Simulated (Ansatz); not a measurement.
Re2B:
```
CELL_PARAMETERS angstrom
      4.14711     0.00000     0.00000
     -2.07355     3.59150     0.00000
      0.00000     0.00000     4.88267
ATOMIC_POSITIONS crystal
  B  0.33333 0.66667 0.25000
  B  0.66667 0.33333 0.75000
  Re 0.00000 0.00000 0.00000
  Re 0.00000 0.00000 0.50000
  Re 0.33333 0.66667 0.75000
  Re 0.66667 0.33333 0.25000
```

Relaxed with r²SCAN. Special points in fractions of this cell's reciprocal vectors: Γ (0.000, 0.000, 0.000); M (0.500, 0.000, 0.000); K (0.333, 0.333, 0.000); A (0.000, 0.000, 0.500); L (0.500, 0.000, 0.500); H (0.333, 0.333, 0.500).

Task: List the band energies nearest the Fermi level at these points for the program Ansatz at the r²SCAN level (PAW).

Result: In eV from the Fermi level; about four levels below and three above (degenerate sets whole), none deeper than 8.9 eV; points with the same levels are listed once.

```json
[
 {"k": "Γ", "below": "-4.77 -4.77 -0.67 -0.67 -0.39", "above": "0.75 1.01 1.01"},
 {"k": "M", "below": "-2.51 -1.43 -1.43 -0.81", "above": "0.82 0.83 0.97"},
 {"k": "K", "below": "-1.80 -1.40 -0.93 -0.93", "above": "0.13 0.47 0.47"},
 {"k": "A", "below": "-4.72 -4.72 -4.72 -4.72 -1.82 -1.82", "above": "0.73 0.73 0.73 0.73"},
 {"k": "L", "below": "-0.29 -0.29 -0.09 -0.09", "above": "1.01 1.01 1.81 1.81"},
 {"k": "H", "below": "-1.80 -1.80 -0.06 -0.06", "above": "0.13 0.13 1.34 1.34"}
]
```

Space group P6_3/mmc. A made-up cell: these elements were put on the sites of a structure type; neither database checked (COD, Materials Project) lists it. Its standing as an ambient phase is unchecked. The r²SCAN relaxation kept the symmetry of its start; its stability against distortions is not shown here. No spin polarisation was allowed. Spin–orbit coupling is left out wherever it is not named.

Potentials: the earlier of the program's two PAW sets.
